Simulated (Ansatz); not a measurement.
Relaxed-ion elastic tensor of ScPd$_{3}$C (anti-perovskite, Pm-3m) in GPa (Voigt order), r²SCAN (plane waves, PAW; program Ansatz); density 8.56 g/cm³, 14.60 Å³ per atom.

```
274  130  130  0.0  0.0  0.0
130  274  130  0.0  0.0  0.0
130  130  274  0.0  0.0  0.0
0.0  0.0  0.0  6.8  0.0  0.0
0.0  0.0  0.0  0.0  6.8  0.0
0.0  0.0  0.0  0.0  0.0  6.8
```

Question: Is the crystal mechanically stable?

Answer: Yes: the smallest eigenvalue of C is 6.8 GPa.

Question: Work out the Voigt and Reuss bounds. Is their mean of use?

Answer: K_V = 178, K_R = 178; G_V = 32.9, G_R = 10.7 GPa. The bounds lie so far apart that a Hill average or a Debye temperature from it would say little.

The start of the workflow was typed in or built on a structure type; neither database checked (COD, Materials Project) lists it. Whether it is the stable phase at ambient conditions was not checked. The cell was relaxed with r²SCAN under the symmetry of its start; whether a distortion lowers the energy is not shown. The run is not spin-polarised. As this level gives no gap, shear constants depend on the k-mesh and smearing (Fermi–Dirac, 0.1 eV here).

Potentials: the later of the program's two PAW sets.
